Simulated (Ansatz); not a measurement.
The relaxed structure here is a generated cell of Be: the first start was made by placing the elements on the sites of a structure type, and the end was not matched to a known phase here, so it may be hypothetical. Known forms of Be include space group No. 194.

One starting cell of Be (a generated cell, Be placed in the AFLOW prototype A_oC8_64_f (A11, as in Ga)) was relaxed twice with Ansatz (plane waves, PAW, scalar-relativistic): with r2SCAN at 500 eV and with PBE at 420 eV. The r2SCAN result:

```yaml
crystal:
  lattice:
    - [0.00000, 1.81223, 4.29731]
    - [1.14059, 0.00000, 4.29731]
    - [1.14059, 1.81223, 0.00000]
  atoms:
    - { symbol: Be, position: [0.14230, 0.14230, 0.85770] }
    - { symbol: Be, position: [0.85770, 0.85770, 0.14230] }
```

```tsv
quantity	r2SCAN	PBE
space group	Fmmm	Fmmm
volume (Å³/atom)	8.88	?
a (Å)	2.281	?
b (Å)	3.624	?
c (Å)	8.595	?
gap (eV, no spin-orbit coupling)	0.00	?
```

What does PBE give for the same quantities?


- volume (Å³/atom), PBE: 8.91
- a (Å), PBE: 2.275
- b (Å), PBE: 3.625
- c (Å), PBE: 8.646
- gap (eV, no spin-orbit coupling), PBE: 0.00

Both levels end in the same structure; PBE's volume is within 0.5 % of r2SCAN's. Neither column is exact.

No spin polarisation in the result.

The run could not lower the symmetry of its start; a shaken copy of this end point relaxes with r2SCAN to P6₃/mmc (No. 194), 0.35 eV/atom lower.

Ansatz is a quantum-chemistry and plane-wave program.
